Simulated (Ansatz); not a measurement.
Clean, relaxed (001) surface of Li, space group P6_3/mmc (No. 194) (top face towards +c; atoms held fixed, by place in the list: 1, 2):

```
CELL_PARAMETERS angstrom
3.09261 0.00000 0.00000
-1.54631 2.67828 0.00000
0.00000 0.00000 24.59622
ATOMIC_POSITIONS crystal
Li 0.66667 0.33333 0.34558
Li 0.33333 0.66667 0.44853
Li 0.66667 0.33333 0.55319
Li 0.33333 0.66667 0.65239
```

The calculation used DFT r2SCAN, scalar-relativistic, plane waves, PAW in Ansatz 0.2.0. Settings: cutoff 500 eV, Γ-centred mesh 9×9×1 on the computed 4-atom cell, Gaussian smearing of 0.10 eV; no spin polarisation. A dipole correction removes the field between periodic images along c.

CH is adsorbed on the top face, one adsorbate per 8.3 Å², and relaxed from 3 starting sites (fractions of a and b). The adsorption energy is E(slab + adsorbate) − E(slab) − E(free adsorbate, spin-polarised where open-shell). Heights count from the highest slab atom after relaxation. Δφ is the top face's. Δp counts per cell along +c. Bonded neighbours lie within 1.25 times the sum of covalent radii (1.35 for H) and, on that scale, within 12 % of the closest. With the adsorbate the cell is lengthened along c to keep the vacuum.

| start | ends at | E_ads (eV) | height (Å) | shortest contact | Δφ (eV) | Δp (e·Å) | whole? |
| --- | --- | --- | --- | --- | --- | --- | --- |
| top (Li) at (0.33, 0.67) | (0.33, 0.67), 1 bonded neighbour (Li) | -2.45 | 1.91 | C–Li 1.91 Å | +0.86 | -0.043 | yes |
| hollow (Li-Li-Li) at (0.00, 0.00) | (0.00, 0.00), 3 bonded neighbours (Li), largest slab move 0.6 Å | -3.27 | 1.17 | C–Li 2.14 Å | +1.40 | -0.065 | yes |
| bridge (Li-Li) at (0.83, 0.67) | (0.67, 0.33), 3 bonded neighbours (Li), largest slab move 0.5 Å | -3.27 | 1.17 | C–Li 2.13 Å | +1.40 | -0.065 | yes |

Among the sites tried, the lowest end comes from the bridge (Li-Li) at (0.83, 0.67) start; the hollow (Li-Li-Li) at (0.00, 0.00) start ended within 0.02 eV of it, though not always at the same place; other sites may lie lower.

Each end is the local minimum or symmetric point that its start leads to. This isn't the usual crystal structure of Li. The slab is only 7.6 Å thick, so the energies aren't converged with thickness.

The adsorbed runs have no spin polarisation, so weakly bound open-shell ends lie too high.